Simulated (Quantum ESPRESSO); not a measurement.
Mg4S3O, input and log of a self-consistent run

Simulated, not a measurement. The program is pw.x of Quantum ESPRESSO 7.5 (plane-wave density functional theory). The cell is made up: 8 atoms on a wurtzite lattice, with randomly drawn elements, strain and displacements, not relaxed. PseudoDojo standard norm-conserving files (v0.5 for PBE, v0.4.1 for LDA and PBEsol) set the functional; there is no spin polarisation, spin-orbit coupling or dispersion term, and the masses in the input are unused placeholders.

Input:

```
&control calculation='scf', pseudo_dir='./dojo.nc.sr.pbe.v0_5.standard.upf', outdir='./o', disk_io='medium', tprnfor=.true., tstress=.true. /
&system ibrav=0, nat=8, ntyp=3, nbnd=38, ecutwfc=84.00895049, nosym=.true., tot_charge=0,
 occupations='smearing', smearing='fd', degauss=0.0018374661
/
&electrons conv_thr=7.350e-09, electron_maxstep=60, /
ATOMIC_SPECIES
Mg 1.0 Mg.upf
O 1.0 O.upf
S 1.0 S.upf
CELL_PARAMETERS angstrom
4.1404 0.0 0.0
0.0 7.1713 0.0
0.0 0.0 6.7612
ATOMIC_POSITIONS angstrom
Mg 0.026 0.0104 0.0124
Mg 2.1024 3.6408 0.0177
Mg 2.0512 1.1556 3.3814
Mg -0.0176 4.8356 3.4404
S -0.0603 0.0339 2.5961
S 2.0344 3.6336 2.5122
O 2.0962 1.1198 5.9149
S -0.0632 4.7262 5.8621
K_POINTS automatic
4 4 4 1 1 1
```

The log is shortened where brackets say so; the opening notice, blank lines, dates and the lines on written files are dropped, and the path of the files is cut. It prints rydbergs, bohrs and kilobars, and counts compression as positive stress. With no partly filled state, the Fermi energy that it prints is only some level between the filled and the empty states on the mesh, and need not lie in the true gap.

```
     Program PWSCF v.7.5
     Parallel version (MPI & OpenMP), running on       1 processor cores
     Number of MPI processes:                 1
     Threads/MPI process:                     1
     [start-up lines left out]
     bravais-lattice index     =            0
     lattice parameter (alat)  =       7.8242  a.u.
     unit-cell volume          =    1354.7544 (a.u.)^3
     number of atoms/cell      =            8
     number of atomic types    =            3
     number of electrons       =        64.00
     number of Kohn-Sham states=           38
     kinetic-energy cutoff     =      84.0090  Ry
     charge density cutoff     =     336.0358  Ry
     scf convergence threshold =      7.3E-09
     mixing beta               =       0.7000
     number of iterations used =            8  plain     mixing
     Exchange-correlation= PBE
                           (   1   4   3   4   0   0   0)
     [axes and pseudopotential details left out]
   Cartesian axes
     site n.     atom                  positions (alat units)
         1        Mg     tau(   1) = (   0.0062796   0.0025118   0.0029949  )
         2        Mg     tau(   2) = (   0.5077770   0.8793353   0.0042749  )
         3        Mg     tau(   3) = (   0.4954111   0.2791035   0.8166844  )
         4        Mg     tau(   4) = (  -0.0042508   1.1679065   0.8309342  )
         5        S      tau(   5) = (  -0.0145638   0.0081876   0.6270167  )
         6        S      tau(   6) = (   0.4913535   0.8775964   0.6067530  )
         7        O      tau(   7) = (   0.5062796   0.2704570   1.4285818  )
         8        S      tau(   8) = (  -0.0152642   1.1414839   1.4158294  )
     number of k points=    32  Fermi-Dirac smearing, width (Ry)=  0.0018
                       cart. coord. in units 2pi/alat
        k(    1) = (   0.1250000   0.0721696   0.0765471), wk =   0.0625000
        k(    2) = (   0.1250000   0.0721696   0.2296412), wk =   0.0625000
     [further k points left out]
     Dense  grid:   140933 G-vectors     FFT dimensions: (  45,  80,  75)
     Estimated max dynamical RAM per process >     168.16 MB
     Initial potential from superposition of free atoms
     starting charge      63.9967, renormalised to      64.0000
     Starting wfcs are   36 randomized atomic wfcs +    2 random wfcs
     total cpu time spent up to now is       15.3 secs
     per-process dynamical memory:    98.5 Mb
     Self-consistent Calculation
     iteration #  1     ecut=    84.01 Ry     beta= 0.70
     Davidson diagonalization with overlap
     ethr =  1.00E-02,  avg # of iterations =  6.3
     total cpu time spent up to now is       52.3 secs
     total energy              =    -574.26134585 Ry
     estimated scf accuracy    <       1.33269511 Ry
     iteration #  2     ecut=    84.01 Ry     beta= 0.70
     Davidson diagonalization with overlap
     ethr =  2.08E-03,  avg # of iterations =  5.7
     total cpu time spent up to now is       94.7 secs
     total energy              =    -573.39322599 Ry
     estimated scf accuracy    <       8.02790197 Ry
     iteration #  3     ecut=    84.01 Ry     beta= 0.70
     Davidson diagonalization with overlap
     ethr =  2.08E-03,  avg # of iterations =  4.2
     total cpu time spent up to now is      133.5 secs
     total energy              =    -574.87602607 Ry
     estimated scf accuracy    <       0.48526203 Ry
     iteration #  4     ecut=    84.01 Ry     beta= 0.70
     Davidson diagonalization with overlap
     ethr =  7.58E-04,  avg # of iterations =  2.0
     total cpu time spent up to now is      166.7 secs
     total energy              =    -574.89048689 Ry
     estimated scf accuracy    <       0.09703224 Ry
     iteration #  5     ecut=    84.01 Ry     beta= 0.70
     Davidson diagonalization with overlap
     ethr =  1.52E-04,  avg # of iterations =  2.2
     total cpu time spent up to now is      201.6 secs
     total energy              =    -574.89084182 Ry
     estimated scf accuracy    <       0.01639802 Ry
     [iterations 6 to 7 left out]
     iteration #  8     ecut=    84.01 Ry     beta= 0.70
     Davidson diagonalization with overlap
     ethr =  3.78E-08,  avg # of iterations =  3.5
     total cpu time spent up to now is      291.4 secs
     total energy              =    -574.89392924 Ry
     estimated scf accuracy    <       0.00000603 Ry
     iteration #  9     ecut=    84.01 Ry     beta= 0.70
     Davidson diagonalization with overlap
     ethr =  9.43E-09,  avg # of iterations =  2.0
     total cpu time spent up to now is      327.3 secs
     total energy              =    -574.89393018 Ry
     estimated scf accuracy    <       0.00000050 Ry
     iteration # 10     ecut=    84.01 Ry     beta= 0.70
     Davidson diagonalization with overlap
     ethr =  7.75E-10,  avg # of iterations =  3.2
     total cpu time spent up to now is      353.1 secs
     total energy              =    -574.89393032 Ry
     estimated scf accuracy    <       0.00000004 Ry
     iteration # 11     ecut=    84.01 Ry     beta= 0.70
     Davidson diagonalization with overlap
     ethr =  6.47E-11,  avg # of iterations =  2.5
     total cpu time spent up to now is      383.4 secs
     total energy              =    -574.89393032 Ry
     estimated scf accuracy    <       0.00000002 Ry
     iteration # 12     ecut=    84.01 Ry     beta= 0.70
     Davidson diagonalization with overlap
     ethr =  2.50E-11,  avg # of iterations =  2.1
     total cpu time spent up to now is      424.3 secs
     End of self-consistent calculation
          k = 0.1250 0.0722 0.0765 ( 17634 PWs)   bands (ev):
   -72.7898 -72.6939 -72.6461 -72.4984 -39.5414 -39.5292 -39.5051 -39.4586
   -39.4470 -39.4313 -39.4073 -39.3914 -39.3882 -39.2677 -39.2609 -39.2530
   -12.0417  -9.2558  -8.9879  -8.6748  -0.9711  -0.6613  -0.1103   0.2994
     0.5047   0.7846   1.0057   1.2106   1.3674   2.0067   2.1211   2.2550
     4.7822   6.4790   6.8363   7.2065   7.4319   8.4021
     [levels at the other k points left out]
     the Fermi energy is     3.5513 ev
!    total energy              =    -574.89393033 Ry
     estimated scf accuracy    <          8.0E-10 Ry
     smearing contrib. (-TS)   =       0.00000000 Ry
     internal energy E=F+TS    =    -574.89393033 Ry
     The total energy is F=E-TS. E is the sum of the following terms:
     one-electron contribution =    -442.68935683 Ry
     hartree contribution      =     217.80325188 Ry
     xc contribution           =     -90.42183513 Ry
     ewald contribution        =    -259.58599025 Ry
     convergence has been achieved in  12 iterations
     Forces acting on atoms (cartesian axes, Ry/au):
     atom    1 type  1   force =    -0.00317335    0.04266856   -0.04002506
     atom    2 type  1   force =    -0.01545038   -0.04668907   -0.01437027
     atom    3 type  1   force =    -0.00655486    0.01674300    0.05161353
     atom    4 type  1   force =    -0.00254660   -0.00962615   -0.02175944
     atom    5 type  3   force =     0.01088613   -0.00496470   -0.01181097
     atom    6 type  3   force =     0.00210855   -0.00535995    0.00986100
     atom    7 type  2   force =    -0.00315835   -0.00606308    0.00509089
     atom    8 type  3   force =     0.01788886    0.01329139    0.02140032
     Total force =     0.105157     Total SCF correction =     0.000104
     Computing stress (Cartesian axis) and pressure
          total   stress  (Ry/bohr**3)                   (kbar)     P=      -74.09
  -0.00049544   0.00000142  -0.00002763          -72.88        0.21       -4.06
   0.00000142  -0.00050260   0.00000724            0.21      -73.94        1.06
  -0.00002763   0.00000724  -0.00051287           -4.06        1.06      -75.45
     init_run     :     14.27s CPU     15.24s WALL (       1 calls)
     electrons    :    392.73s CPU    408.96s WALL (       1 calls)
     forces       :      6.26s CPU      6.32s WALL (       1 calls)
     stress       :     21.83s CPU     22.00s WALL (       1 calls)
     [timing details left out]
     PWSCF        :   7m15.30s CPU   7m32.97s WALL
     JOB DONE.
```

In other units: free energy -7821.830 eV for the cell, pressure -7.41 GPa, largest force component 1.327 eV/Å. A rerun of a related cell, with the same atoms placed differently, at 1437 eV and a 6 x 6 x 6 mesh moved values by no more than 0.005 eV in energy, 0.06 GPa in stress and 0.011 eV/Å in force.